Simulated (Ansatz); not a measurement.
Cs2IBrCl6 in space group Fm-3m (No. 225; Cs on 8c, I on 4a, Br on 4b, Cl on 24e), DFT-r²SCAN in the program Ansatz with PAW potentials. The conduction-band minimum lies at L, with 4 equivalent valleys. Second derivatives d²E/dk² of the lowest band at one valley (eV·Å²), along Cartesian directions:

```tsv
direction	d²E/dk²
[100]	26.13
[010]	26.13
[001]	26.13
[110]	31.62
[101]	22.38
[011]	22.38
```

**Question.** Find the principal effective masses, the density-of-states mass and the conductivity mass.

**Answer.** Off-diagonal terms follow from H_xy = H[110] − (H_xx + H_yy)/2, and m*/mₑ = 7.620 eV·Å² over each eigenvalue: 0.22, 0.33, 0.37. One valley's DOS mass (m₁m₂m₃)^(1/3) = 0.30, conductivity mass 3/(Σ 1/mᵢ) = 0.29 mₑ.

**Question.** What effective density of states Nc follows at 300 K for parabolic valleys?

**Answer.** Nc = 2.509e19 × 4 × (0.30)^(3/2) ≈ 1.6e19 cm⁻³.

The workflow started from a Materials Project entry (that database holds measured and hypothetical structures alike); the Crystallography Open Database copy checked does not list it. Its standing as an ambient phase is unchecked. The r²SCAN relaxation kept the symmetry of its start; its stability against distortions is not shown here. Scalar-relativistic: spin–orbit coupling is off unless named, which matters more the heavier the elements.

Potentials: the later of the program's two PAW sets.

Edges and masses are those of Kohn–Sham bands, whose gap is no quasiparticle gap.
